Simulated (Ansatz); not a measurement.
Input:

V2SiN:
```cif
data_N2Si2V4
_chemical_formula_sum 'V4 Si2 N2'
_space_group_name_H-M_alt 'P 1'
_space_group_IT_number 1
_cell_length_a 2.89364
_cell_length_b 2.89364
_cell_length_c 12.00725
_cell_angle_alpha 90.000
_cell_angle_beta 90.000
_cell_angle_gamma 120.000
loop_
_space_group_symop_operation_xyz
  'x, y, z'
loop_
_atom_site_label
_atom_site_type_symbol
_atom_site_fract_x
_atom_site_fract_y
_atom_site_fract_z
_atom_site_occupancy
V1 V 0.66667 0.33333 0.58935 1
V2 V 0.33333 0.66667 0.41065 1
V3 V 0.33333 0.66667 0.08935 1
V4 V 0.66667 0.33333 0.91065 1
Si1 Si 0.66667 0.33333 0.25000 1
Si2 Si 0.33333 0.66667 0.75000 1
N1 N 0.00000 0.00000 0.50000 1
N2 N 0.00000 0.00000 0.00000 1
```

This is the PBEsol-relaxed structure.

Question: All from PBEsol in the plane-wave PAW code Ansatz, unless another level is named. Estimate the electronic character.

Answer: metallic (no gap).

Question: What about the density of states at the Fermi level?

Answer: 0.98 states/eV per atom (mean over ±0.08 eV).

Question: Give the formation energy from the elements (no fitted shifts).

Answer: -0.91 eV/atom.

Space group P6_3/mmc. The start of the workflow was typed in or built on a structure type; neither database checked (COD, Materials Project) lists it. Whether it is the stable phase at ambient conditions was not checked. The PBEsol relaxation kept the symmetry of its start; whether a distortion lowers the energy is not shown. The workflow began spin-polarised and lost its moments. The references are the lowest solids computed at this level, not always the standard phases (solids in place of the gases).

Potentials: the earlier of the program's two PAW sets. The files were generated under PBE; for other functionals the program regenerates the frozen cores, and for LDA and PBEsol the local potential too.
